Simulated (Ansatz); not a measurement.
## Generalised stacking fault in Pt

These are results of DFT r2SCAN, scalar-relativistic, plane waves, PAW in Ansatz, not measurements. Settings: plane waves to 500 eV, k-mesh 23×23×7 (Γ-centred), Gaussian smearing 0.15 eV. Spin–orbit coupling is left out, which can shift energies with elements as heavy as these. No spin polarisation. Energies are free energies at this smearing, counted from the undisturbed cell; pressure is positive in compression.

The starting cell (relaxed at this level; with this scan's settings it stands at 0.2 GPa; this bcc form isn't the usual structure):

```
CELL_PARAMETERS angstrom
-1.56949 1.56949 -1.56949
-1.56949 -1.56949 1.56949
0.00000 6.27795 6.27795
ATOMIC_POSITIONS crystal
Pt 0.00000 0.00000 0.87500
Pt 0.50000 0.50000 0.12500
Pt 0.00000 0.00000 0.37500
Pt 0.50000 0.50000 0.62500
```

The cut lies on the cell's a–b face, a (0 1 1) plane (indices in the standard cell, whose axes needn't be the Cartesian ones shown) of area 6.97 Å², between layers 2.22 Å apart. Vector c is tilted by f times 1·a − 1·b (length 4.439 Å) with the atoms' Cartesian places fixed: one unrelaxed fault a cell. The cell is metallic on the mesh throughout.

```
     f  γ (mJ/m²) shear traction, the slope of γ along the slip (GPa)
0.0000          0                                                  0.0
0.0833        -59                                                 -2.1
0.1667          ?                                                    ?
0.2500        468                                                 20.2
0.3333       1394                                                 28.1
0.5000       2783                                                  0.0
```

By symmetry 0.6667 repeats 0.3333, 0.8333 repeats 0.1667 in energy, with the opposite slope along the path.

(1) Give the withheld values.

Results:

(1) γ (mJ/m²) at f = 0.1667: -22; shear traction, the slope of γ along the slip (GPa) at f = 0.1667: 6.1.

Cost: 6 runs of about 7.9 core-minutes in all, on AMD EPYC 9R45 (Zen 5) (shared hosts).